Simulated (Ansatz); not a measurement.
Computed energy against volume: ZrO2 (tetragonal-ZrO2 type, space group P4_2/nmc)

ZrO2 (tetragonal-ZrO2 type, space group P4_2/nmc)

Space group P4₂/nmc, origin choice 1 (No. 137); a = 3.584 Å, b = 3.584 Å, c = 5.179 Å, α = 90.00°, β = 90.00°, γ = 90.00°

```json
[
 {"atom": "Zr", "site": "2a", "symmetry": "-4m2", "x": "0.0000", "y": "0.0000", "z": "0.0000"},
 {"atom": "O", "site": "4d", "symmetry": "2mm.", "x": "0.0000", "y": "0.5000", "z": "0.2012"}
]
```

Equation-of-state scan: isotropic scaling of the cell above, V₀ being its volume. The atoms relax within the cell's symmetry.

These are PBEsol (plane waves to 420 eV, PAW, scalar-relativistic; Ansatz, a program for electronic structure) values and carry that method's errors. k mesh 9×9×7 (Γ-centred), Fermi-Dirac smearing 0.05 eV. Energies are smeared free energies. Stress and pressure are positive under compression. With the shape held, the modulus is that of even scaling; a crystal free to change shape is softer. The PAW data are Ansatz's earlier set. This is a high-temperature form of ZrO2. ZrO2 is run without spin polarisation. ZrO2 was relaxed with its symmetry unable to fall. ΔE is measured from the relaxed starting cell.

```tsv
V (Å³/atom)	ΔE (kJ/mol of atoms)	P (GPa)
9.981	8.00	26.5
10.258	4.27	18.4
10.535	1.80	11.4
10.812	0.43	5.3
11.090	0.00	0.0
11.367	0.39	-4.5
11.644	1.48	-8.5
11.921	3.18	-11.9
12.199	5.41	-14.8
```

Summary:

```yaml
pressure_at_the_smallest_volume: 26.5 GPa
energy_cost_of_the_largest_compression: 82.9 meV/atom
energy_cost_of_the_largest_expansion: 56.0 meV/atom
Bulk modulus at fixed cell shape B₀ (third-order Birch-Murnaghan fit): 195 GPa
Pressure derivative B₀′ (fit): 4.9
equilibrium_volume_of_the_fit: 11.09 Å³/atom
Pressure for 5 % compression (fit): 11.3 GPa
```

The 9 points together took roughly 2.2 core-minutes.

(Under strain, the slope of the energy per volume gives the stress and its curvature an elastic modulus.)
